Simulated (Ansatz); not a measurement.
As (fcc (Cu type), space group No. 225) under volume change, DFT-r²SCAN+D4 in the program Ansatz with PAW potentials, scaled uniformly.

```json
[
 {"V (Å³/atom)": "17.092", "E − E(relaxed) (meV/atom)": "50.5", "P (GPa)": "10.37"},
 {"V (Å³/atom)": "17.656", "E − E(relaxed) (meV/atom)": "21.2", "P (GPa)": "6.37"},
 {"V (Å³/atom)": "18.219", "E − E(relaxed) (meV/atom)": "?", "P (GPa)": "?"},
 {"V (Å³/atom)": "18.783", "E − E(relaxed) (meV/atom)": "0.0", "P (GPa)": "0.00"},
 {"V (Å³/atom)": "19.346", "E − E(relaxed) (meV/atom)": "4.4", "P (GPa)": "-2.38"},
 {"V (Å³/atom)": "19.910", "E − E(relaxed) (meV/atom)": "16.2", "P (GPa)": "-4.35"},
 {"V (Å³/atom)": "20.473", "E − E(relaxed) (meV/atom)": "?", "P (GPa)": "?"}
]
```

Q: Some entries are withheld; supply them.

A: 
- 18.219, E − E(relaxed) (meV/atom): 5.0
- 18.219, P (GPa): 2.93
- 20.473, E − E(relaxed) (meV/atom): 34.9
- 20.473, P (GPa): -6.20

Q: What does a third-order Birch–Murnaghan fit give for V₀, B₀ and B′?

A: V₀ = 18.79 Å³/atom, B₀ = 87.7 GPa, B′ = 4.6.

Space group Fm-3m (fcc (Cu type)). The cell is a constructed one: a structure type filled with these elements; neither database checked (COD, Materials Project) lists it. It is not the phase usual at ambient conditions (space group No. 166). The cell was relaxed with r²SCAN+D4 under the symmetry of its start. At this level the phase is mechanically unstable.

Potentials: the earlier of the program's two PAW sets.
